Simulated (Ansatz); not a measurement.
Given:

RhPb:
```yaml
crystal:
  lattice:
    - [3.38191, 0.00000, 0.00000]
    - [0.00000, 3.38191, 0.00000]
    - [0.00000, 0.00000, 3.38191]
  atoms:
    - { symbol: Pb, position: [0.00000, 0.00000, 0.00000] }
    - { symbol: Rh, position: [0.50000, 0.50000, 0.50000] }
```

This is the PBE-relaxed structure.

Q: All from DFT-PBE in the program Ansatz with PAW potentials, unless another level is named. Give the formation energy from the elements (no fitted shifts).

A: 0.14 eV/atom.

Q: Give the density of states at the Fermi level.

A: 1.3 states/eV per atom (mean over ±0.08 eV).

Q: What about the gap with spin–orbit coupling?

A: none (metallic).

Space group Pm-3m (CsCl type). A made-up cell: these elements were put on the sites of a structure type; neither database checked (COD, Materials Project) lists it. COD files the formula under space group No. 191, so this cell is another polymorph or a model. Whether it is the stable phase at ambient conditions was not checked. The PBE relaxation kept the symmetry of its start; its stability against distortions is not shown here. The run is not spin-polarised. The references are the lowest solids computed at this level, not always the standard phases. Scalar-relativistic: spin–orbit coupling is off unless named, which matters more the heavier the elements.

Potentials: the earlier of the program's two PAW sets.
